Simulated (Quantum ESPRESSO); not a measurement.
## Kohn-Sham bands of ZrO₂ (Pca2₁)

```yaml
crystal:
  lattice:
    - [5.28340, 0.00000, 0.00000]
    - [0.00000, 5.07467, 0.00000]
    - [0.00000, 0.00000, 5.10111]
  atoms:
    - { symbol: Zr, position: [0.03027, 0.73354, 0.74906] }
    - { symbol: Zr, position: [0.96973, 0.26646, 0.24906] }
    - { symbol: Zr, position: [0.46973, 0.73354, 0.24906] }
    - { symbol: Zr, position: [0.53027, 0.26646, 0.74906] }
    - { symbol: O, position: [0.22988, 0.46330, 0.50084] }
    - { symbol: O, position: [0.77012, 0.53670, 0.00084] }
    - { symbol: O, position: [0.27012, 0.46330, 0.00084] }
    - { symbol: O, position: [0.72988, 0.53670, 0.50084] }
    - { symbol: O, position: [0.36503, 0.93264, 0.60611] }
    - { symbol: O, position: [0.63497, 0.06736, 0.10611] }
    - { symbol: O, position: [0.13497, 0.93264, 0.10611] }
    - { symbol: O, position: [0.86503, 0.06736, 0.60611] }
```

Cell from Materials Project (mp-556605), symmetrised, no further relaxation. COD (Crystallography Open Database) has the formula in 4 space groups, this one among them (matched by group alone). Level: LDA, no spin polarisation, no spin-orbit coupling; pw.x of Quantum ESPRESSO at 68 Ry with PseudoDojo potentials, 4×4×4 k-points, Wannier90. Density: 6×6×6 mesh, cold smearing 0.01 Ry.

Energies are relative to the valence-band maximum; weights are on the orthonormalised atomic waves of the pseudopotential files, averaged over the group. 96 electrons a cell are treated as valence.

Question: Into which isolated groups do the bands fall, where do they lie and what are they made of?

Answer: 
```json
[
 {"bands": "1–4", "from (eV)": "-47.43", "to (eV)": "-47.36", "filling": "filled", "weight on atomic waves": "Zr 4s 96 %"},
 {"bands": "5–16", "from (eV)": "-26.08", "to (eV)": "-25.35", "filling": "filled", "weight on atomic waves": "Zr 4p 95 %"},
 {"bands": "17–24", "from (eV)": "-17.38", "to (eV)": "-15.10", "filling": "filled", "weight on atomic waves": "O 2s 80 %, Zr 4d 10 %, Zr 5s 5 %"},
 {"bands": "25–48", "from (eV)": "-5.24", "to (eV)": "0.00", "filling": "filled", "weight on atomic waves": "O 2p 81 %, Zr 4d 15 %"}
]
```

The Kohn-Sham gap over both meshes and the path is 3.79 eV.
